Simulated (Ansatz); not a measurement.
AgCl:
```cif
data_AgCl
_chemical_formula_sum 'Ag1 Cl1'
_space_group_name_H-M_alt 'P 1'
_space_group_IT_number 1
_cell_length_a 3.96793
_cell_length_b 3.96793
_cell_length_c 3.96793
_cell_angle_alpha 60.000
_cell_angle_beta 60.000
_cell_angle_gamma 60.000
loop_
_space_group_symop_operation_xyz
  'x, y, z'
loop_
_atom_site_label
_atom_site_type_symbol
_atom_site_fract_x
_atom_site_fract_y
_atom_site_fract_z
_atom_site_occupancy
Ag1 Ag 0.50000 0.50000 0.50000 1
Cl1 Cl 0.00000 0.00000 0.00000 1
```

Relaxed with PBE.

Question: Decompose the optical modes at the zone centre into irreducible representations, and say which are infrared and Raman allowed.

Answer: Point group m-3m: Γ_opt = T1u. Infrared: T1u. Raman: none.

Question: Assign frequencies (DFPT, PBE (plane waves, PAW; program Ansatz); without the LO–TO term).

Answer: T1u 92 cm⁻¹.

Space group Fm-3m (rock salt). The cell was relaxed with PBE under the symmetry of its start; phonons on a q-mesh show no instability. No spin polarisation was allowed.

Potentials: the later of the program's two PAW sets.
